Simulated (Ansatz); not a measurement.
CoSn in space group P6/mmm (No. 191; Co on 3f, Sn on 2d, Sn on 1a) at seven volumes, LDA in the plane-wave PAW code Ansatz, shape and atoms relaxed at each. One row is withheld.

```json
[
 {"V (Å³/atom)": "14.496", "P (GPa)": "18.62"},
 {"V (Å³/atom)": "14.973", "P (GPa)": "11.31"},
 {"V (Å³/atom)": "15.451", "P (GPa)": "5.16"},
 {"V (Å³/atom)": "15.929", "P (GPa)": "0.00"},
 {"V (Å³/atom)": "16.407", "P (GPa)": "?"},
 {"V (Å³/atom)": "16.885", "P (GPa)": "-7.98"},
 {"V (Å³/atom)": "17.363", "P (GPa)": "-11.03"}
]
```

### Question
Fit the shown pressures and predict the withheld one.

### Answer
P = (3/2)B₀(x^(7/2) − x^(5/2))[1 + (3/4)(B′ − 4)(x − 1)] with x = (V₀/V)^(2/3). Least squares on the six rows gives V₀ = 15.929 Å³/atom, B₀ = 157 GPa, B′ = 4.81. At V = 16.407, x = 0.9805 and P = -4.32 GPa. The run itself gave -4.34 GPa.

Symmetry was held in the LDA relaxation; of distortions, only those at the zone centre were tested. The run is not spin-polarised. Spin–orbit coupling is left out wherever it is not named.

Potentials: the later of the program's two PAW sets.
